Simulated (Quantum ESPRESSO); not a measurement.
GaN (zinc blende, space group F-43m, No. 216) has a direct gap of 1.79 eV with norm-conserving PBE (stringent potentials; Quantum ESPRESSO, 114 Ry, scalar-relativistic). After an isotropic strain (on all lattice vectors, atoms relaxed) the gap is direct, 2.18 eV.

Task: Which strain was applied?
A. -2 %
B. -3 %
C. +0.5 %
D. -1 %
E. -0.5 %

Result: A, -2 %. Gaps found: -3 %: 2.38 eV (direct); -2 %: 2.18 eV (direct); -1 %: 1.98 eV (direct); -0.5 %: 1.88 eV (direct); 0 %: 1.79 eV (direct); 0.5 %: 1.69 eV (direct); 1 %: 1.59 eV (direct).

Spin-orbit coupling is not included.

This is not the ordinary phase of the substance; no match was found in the copy of COD used, and its stability was not checked.
